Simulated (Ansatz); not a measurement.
Input file for Ansatz (an electronic-structure program):

Ansatz 0.2 input:
```yaml
crystal:
  lattice:
    - [0.0, 4.9968698252, 4.9968698252]
    - [4.9968698252, 0.0, 4.9968698252]
    - [4.9968698252, 4.9968698252, 0.0]
  atoms:
    - { symbol: K, position: [0.25, 0.25, 0.25] }
    - { symbol: K, position: [0.75, 0.75, 0.75] }
    - { symbol: Br, position: [0.0, 0.0, 0.0] }
    - { symbol: Cl, position: [0.2444779443, 0.7555220557, 0.7555220557] }
    - { symbol: Cl, position: [0.7555220557, 0.2444779443, 0.2444779443] }
    - { symbol: Cl, position: [0.7555220557, 0.2444779443, 0.7555220557] }
    - { symbol: Cl, position: [0.2444779443, 0.7555220557, 0.2444779443] }
    - { symbol: Cl, position: [0.7555220557, 0.7555220557, 0.2444779443] }
    - { symbol: Cl, position: [0.2444779443, 0.2444779443, 0.7555220557] }
    - { symbol: F, position: [0.5, 0.5, 0.5] }
kpoints:
  mp_grid: { grid: [3, 3, 3] }
hamiltonian:
  xc: hse06
  pseudopotentials: { kind: paw }
scf:
  n_extra_bands: 10
  occupations: { method: fixed }
output:
  eigenvalues: true
  eigenstates:
    e_range: [-9.0, 9.5]
    kpoints:
      - [0.0, 0.0, 0.5]  # VBM
      - [0.0, 0.0, 0.5]  # CBM
      - [0.0, 0.0, 0.0]  # GAMMA
      - [0.5, 0.0, 0.5]  # X
      - [0.5, 0.5, 0.5]  # L
      - [0.5, 0.25, 0.75]  # W
      - [0.375, 0.375, 0.75]  # K
      - [0.625, 0.25, 0.625]  # U
```

Output (shortened):

```
Pseudopotential: K, paw, valence charge 9
Pseudopotential: Br, paw, valence charge 7
Pseudopotential: Cl, paw, valence charge 7
Pseudopotential: F, paw, valence charge 7
Functional definition: HSE06
davidson cushion auto → on  (no smearing: the cushion is to keep the highest requested band from converging to the state above it …
Crystal: 10 atoms, lattice volume = 249.531 Å³
Basis set: ecut = 420 eV, 4909 PW (Γ)
Bands: 47, of which v1, the nominal top of the filled ones, is band 37 counted from 1 (36 counted from 0)
Symmetry: 48 space group operations
Space group: Fm-3m (ITA 225), of the structure as read, at distance tolerance 6.3e-5 Å
k-points: 4 of 27
SCF iter   1: F=—  HF=-13148.875059 eV  |F-HF|=—  |Δ(HF+E_count)|=         —  Δρ=2.61e-3  dr2=5.35e-2  ethr=1.77e-3  ⟨swp⟩=15.5  Hψ=959  notcnv=0
preconditioner: auto → none
SCF iter   2: F=—  HF=-13148.893066 eV  |F-HF|=—  |Δ(HF+E_count)|=   1.80e-2  Δρ=6.06e-3  dr2=1.93e-1  ethr=7.23e-5  ⟨swp⟩=5.0  Hψ=579  notcnv=0
SCF iter   3: F=—  HF=-13148.871034 eV  |F-HF|=—  |Δ(HF+E_count)|=   2.20e-2  Δρ=3.76e-3  dr2=3.53e-2  ethr=7.23e-5  ⟨swp⟩=3.8  Hψ=508  notcnv=0
iter 4 solved again at ethr=5.91e-7 eV; its pass at ethr=4.77e-5 eV (dr2=4.37e-4 eV) is discarded
SCF iter   4: F=—  HF=-13148.866958 eV  |F-HF|=—  |Δ(HF+E_count)|=   4.08e-3  Δρ=4.71e-4  dr2=4.23e-4  ethr=5.91e-7  ⟨swp⟩=4.5  Hψ=932  notcnv=0
SCF iter   5: F=-13148.867062 eV  HF=-13148.867061 eV  |F-HF|=1.03e-6  |Δ(HF+E_count)|=   1.02e-4  Δρ=1.65e-4  dr2=4.67e-5  ethr=5.72e-7  ⟨swp⟩=4.5  Hψ=510  notcnv=0
SCF 1 stopped early in 5 iterations: F = -13148.867062 eV  dr2 = 4.67e-5
Crystal: 10 atoms, lattice volume = 249.531 Å³
Exchange kernel: α = 0.2500, screened, ω = 0.2079 Å⁻¹, Wigner–Seitz truncation, v(0) = 1045.4168 eV·Å³, q-mesh 3×3×3, nearest image of the exchange supercell L …
Frozen-core exchange: fock
SCF iter   1: F=—  HF=-13154.704246 eV  |F-HF|=—  |Δ(HF+E_count)|=         —  Δρ=1.25e-2  dr2=6.94e-1  ethr=6.32e-7  ⟨swp⟩=9.8  Hψ=1091  notcnv=0
preconditioner: auto → none
SCF iter   2: F=—  HF=-13154.977268 eV  |F-HF|=—  |Δ(HF+E_count)|=   2.73e-1  Δρ=3.25e-2  dr2=3.51e0  ethr=6.32e-7  ⟨swp⟩=7.8  Hψ=941  notcnv=0  defer=3  recentre
SCF iter   3: F=—  HF=-13154.592071 eV  |F-HF|=—  |Δ(HF+E_count)|=   3.85e-1  Δρ=4.54e-3  dr2=8.67e-2  ethr=6.32e-7  ⟨swp⟩=6.8  Hψ=884  notcnv=0  defer=2
SCF iter   4: F=—  HF=-13154.579736 eV  |F-HF|=—  |Δ(HF+E_count)|=   1.23e-2  Δρ=3.42e-3  dr2=3.51e-2  ethr=6.32e-7  ⟨swp⟩=5.0  Hψ=776  notcnv=0
SCF iter   5: F=—  HF=-13154.576570 eV  |F-HF|=—  |Δ(HF+E_count)|=   3.17e-3  Δρ=2.00e-3  dr2=1.33e-2  ethr=6.32e-7  ⟨swp⟩=4.0  Hψ=598  notcnv=0
SCF iter   6: F=—  HF=-13154.595582 eV  |F-HF|=—  |Δ(HF+E_count)|=   1.90e-2  Δρ=5.93e-4  dr2=7.82e-4  ethr=6.32e-7  ⟨swp⟩=5.8  Hψ=740  notcnv=0
SCF iter   7: F=—  HF=-13154.595389 eV  |F-HF|=—  |Δ(HF+E_count)|=   1.93e-4  Δρ=2.15e-4  dr2=4.88e-4  ethr=6.32e-7  ⟨swp⟩=3.0  Hψ=479  notcnv=0
SCF iter   8: F=—  HF=-13154.596856 eV  |F-HF|=—  |Δ(HF+E_count)|=   1.47e-3  Δρ=6.16e-4  dr2=1.09e-3  ethr=1.62e-7  ⟨swp⟩=5.5  Hψ=639  notcnv=0
SCF iter  11: F=-13154.596717 eV  HF=-13154.596718 eV  |F-HF|=1.50e-6  |Δ(HF+E_count)|=   1.76e-5  Δρ=2.28e-5  dr2=1.96e-6  ethr=8.08e-8  ⟨swp⟩=3.8  Hψ=450  notcnv=0
SCF 2 stopped early in 11 iterations: F = -13154.596717 eV  dr2 = 1.96e-6
hybrid outer 1: dexx = +2.597e-2 eV, tail = 2.96e-5 eV
Crystal: 10 atoms, lattice volume = 249.531 Å³
Exchange kernel: α = 0.2500, screened, ω = 0.2079 Å⁻¹, Wigner–Seitz truncation, v(0) = 1045.4168 eV·Å³, q-mesh 3×3×3, nearest image of the exchange supercell L …
Frozen-core exchange: fock
SCF iter   1: F=—  HF=-13154.596897 eV  |F-HF|=—  |Δ(HF+E_count)|=         —  Δρ=3.44e-5  dr2=1.37e-6  ethr=2.00e-7  ⟨swp⟩=3.0  Hψ=495  notcnv=0
preconditioner: auto → none
SCF iter   2: F=—  HF=-13154.596898 eV  |F-HF|=—  |Δ(HF+E_count)|=   9.49e-7  Δρ=3.84e-5  dr2=3.98e-6  ethr=1.79e-9  ⟨swp⟩=5.0  Hψ=578  notcnv=0  defer=2
iter 3 solved again at ethr=1.74e-10 eV; its pass at ethr=1.79e-9 eV (dr2=1.29e-7 eV) is discarded
SCF iter   3: F=—  HF=-13154.596898 eV  |F-HF|=—  |Δ(HF+E_count)|=   5.30e-7  Δρ=1.17e-5  dr2=1.33e-7  ethr=1.74e-10  ⟨swp⟩=2.0  Hψ=899  notcnv=0
SCF iter   4: F=-13154.596898 eV  HF=-13154.596898 eV  |F-HF|=5.54e-8  |Δ(HF+E_count)|=   3.00e-9  Δρ=6.20e-6  dr2=7.13e-8  ethr=1.74e-10  ⟨swp⟩=4.8  Hψ=543  notcnv=0  defer=4
SCF 3 converged in 4 iterations: F = -13154.596898 eV  dr2 = 7.13e-8
hybrid outer 2: dexx = +6.341e-7 eV, tail = 1.62e-7 eV, Δε = 1.44e-3 eV (about 1.06e-4 eV left of the loop's levels)
NSCF: frozen V_eff on 8 k-points
hybrid SCF converged: 2 outer / 15 inner (+5 warm-up), last move |dexx| = 6.34e-7 eV, tail = 1.62e-7 eV
Stability not checked (fock_operator)
Free energy (F): -13154.596898 eV
Frozen-core exchange: fock
Harris-Foulkes:  -13154.596898 eV  (|F-HF|=5.54e-8)
Internal energy: -13154.596898 eV  (E = F + TS)
E sigma→0 (E₀):  -13154.596898 eV
Fermi energy:    1.841458 eV
--- Per-component energies (eV) ---
  E_band       = -514.280557
  E_kinetic    = 1800.121179
  E_local      = -3454.235396  (includes V_loc(G=0)·N_el)
  E_nonlocal   = 337.724220
  E_hartree    = 1145.831241
  E_xc         = -998.960189
  E_vxc        = -1003.378324  (∫ρ·V_xc dr)
  E_exx        = -176.010396  (= α·E_x^exact, valence–valence)
  E_paw        = -8046.424450  (= ΣΔE_a)
  E_vpaw       = -134.151158  (= ΣTr[D̂ρ^β])
  E_aug_tail   = 0.002562  (compensation charges beyond the density's cutoff)
  E_ewald      = -3761.303099
  E_core_change = -1.342570  (= ΣΔE_core)
  E_smearing   =  0.000000  (= −TS)
  E_closure    = 0.000000  (closes the sum)
  Σ components = -13154.596898   (vs F -13154.596898, Δ=0.00e0)
  [band-id]    e_kinetic+e_local+e_nonlocal+2·e_hartree+e_vxc+2·e_exx+e_vpaw+e_augmentation_tail = -514.275226   (vs E_band -514.280557, Δ=5.33e-3)
--- Band table (eV) ---
  k-point 0: bands = ["-28.9656", "-28.9636", "-20.1300", "-17.6609", "-13.6500", "-13.6500", "-13.6500", "-13.1576", "-13.1576", "-12.4010", "-11.1085", "-11.1085", "-11.1085", "-11.0890", "-11.0890", "-11.0890", "-4.6923", "-4.6923", "-4.6923", "-1.4021", …
  k-point 1: bands = ["-28.9650", "-28.9640", "-20.1283", "-17.6617", "-13.7157", "-13.5971", "-13.5971", "-13.2335", "-13.2335", "-12.3600", "-11.0955", "-11.0955", "-11.0844", "-11.0844", "-11.0747", "-11.0563", "-4.6300", "-4.4322", "-4.4322", "-1.5211", …
  k-point 2: bands = ["-28.9650", "-28.9640", "-20.1281", "-17.6587", "-13.6715", "-13.6715", "-13.6401", "-13.3032", "-13.1512", "-12.3019", "-11.0861", "-11.0854", "-11.0854", "-11.0814", "-11.0814", "-11.0376", "-4.6311", "-4.6311", "-4.4234", "-1.5300", …
  k-point 3: bands = ["-28.9645", "-28.9645", "-20.1276", "-17.6590", "-13.6953", "-13.6732", "-13.6110", "-13.2649", "-13.2269", "-12.2931", "-11.0897", "-11.0810", "-11.0752", "-11.0747", "-11.0638", "-11.0375", "-4.5642", "-4.5298", "-4.3926", "-1.5536", …
```

Cost: around 5 core-minutes (rough) on shared cores.

The points marked VBM and CBM come from a semilocal run.

The workflow started from a Materials Project entry (that database holds measured and hypothetical structures alike); the Crystallography Open Database copy checked does not list it. Its standing as an ambient phase is unchecked. Symmetry was held in the r²SCAN relaxation; its stability against distortions is not shown here. Spin–orbit coupling is left out wherever it is not named.

Potentials: the later of the program's two PAW sets.

Ansatz is a plane-wave DFT program.
